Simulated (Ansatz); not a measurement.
## Notes on V3Co

```
CELL_PARAMETERS angstrom
4.55280 0.00000 0.00000
0.00000 4.55280 0.00000
0.00000 0.00000 4.55280
ATOMIC_POSITIONS crystal
Co 0.00000 0.00000 0.00000
V 0.50000 0.00000 0.50000
V 0.00000 0.50000 0.50000
V 0.50000 0.50000 0.00000
```

Level: r2SCAN, spin-orbit coupling; 500 eV; 5×5×5 Γ-centred mesh; gaussian occupations (width 0.1379 eV); Ansatz 0.2.0, fixed geometry.

Magnetic state (reached from a saved solution, and it need not be the lowest): Co1 along (0.00, 0.00, -1.00), V2 along (0.00, 0.00, 1.00), V3 along (0.00, 0.00, 1.00), V4 along (0.00, 0.00, -1.00).

Formation energy: 1.31 eV an atom against the elements' usual phases (free molecules for gases, crystals otherwise, with no correction for O₂ or N₂), so at this geometry it isn't bound against them. Relaxing would lower it.
Stress: The pressure is -19.5 GPa (compression positive), so with the atoms held at these fractions the cell would first shrink. The principal stresses -20.7, -18.9, -18.9 GPa differ, so its shape would change too.
Moments: Co1 1.97, V2 3.07, V3 3.07, V4 2.63 μB of spin moment in Bader basins; net size 1.53 μB a cell.
At the Fermi level: It is a metal, with about 3.8 states/eV a cell as the mean within 0.25 eV of the Fermi level, mostly V d (64 %) and Co d (19 %).

Origin: a known structure type with other elements, at an estimated volume, so it need not be a known compound. Caveats: atoms or cell far from equilibrium.
